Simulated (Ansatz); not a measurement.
**Property card for Rb2NiP2**

Rb$_{2}$NiP$_{2}$:
```
Rb2NiP2
1.0
    3.22597    -6.83649     0.00000
    3.22597     6.83649     0.00000
    0.00000     0.00000     5.59201
Rb Ni P
4 2 4
Direct
  0.78758   0.21242   0.25000
  0.21242   0.78758   0.75000
  0.41116   0.58884   0.25000
  0.58884   0.41116   0.75000
  0.00000   0.00000   0.00000
  0.00000   0.00000   0.50000
  0.92808   0.73555   0.25000
  0.07192   0.26445   0.75000
  0.73555   0.92808   0.75000
  0.26445   0.07192   0.25000
```

Space group Cmcm (No. 63); conventional cell a = 6.452 Å, b = 13.673 Å, c = 5.592 Å, α = 90.00°, β = 90.00°, γ = 90.00°.

Method: the program Ansatz at the LDA level (PAW). The cell and atoms are relaxed at this level. Other levels are named where they apply.

### Cell and energy

```
Quantity                                                      Result
-----------------------------------------------------  -------------
Volume per atom                                             24.67 Å³
Density                                                   3.93 g/cm³
Formation energy from the elements (no fitted shifts)  -499 meV/atom
```

### Electronic structure

```
Property                                                                                                                       Value
----------------------------------------  ------------------------------------------------------------------------------------------
Band gap                                                                                                          0.51 eV (indirect)
Valence-band maximum                                                                                                            at Γ
Conduction-band minimum                   off the standard path, at k = (0.292, 0.292, 0.307) in fractions of the reciprocal vectors
Smallest direct gap on the standard path                                                                                     0.68 eV
Electron effective mass                                                                       0.55, 0.88, 0.94 mₑ (principal values)
Hole effective mass                                                                              0.31, 8.9, 13 mₑ (principal values)
```

### Phonons

```
Property                                                                   Value
--------------------------------------------------  ----------------------------
Highest zone-centre frequency (without LO–TO term)                      501 cm⁻¹
Zone-centre stability                                     no imaginary mode at Γ
Dynamical stability on the path                     stable (no imaginary branch)
Zero-point energy                                                  30.9 meV/atom
Vibrational entropy at 300 K                             38.3 J/(K·mol of atoms)
```

The first step of the workflow began from a Materials Project structure, measured or hypothetical; the Crystallography Open Database copy checked does not list it. Its standing as an ambient phase is unchecked. The LDA relaxation kept the symmetry of its start. The run is not spin-polarised. The references are the lowest solids computed at this level, not always the standard phases. Spin–orbit coupling is left out wherever it is not named.

Potentials: the later of the program's two PAW sets.
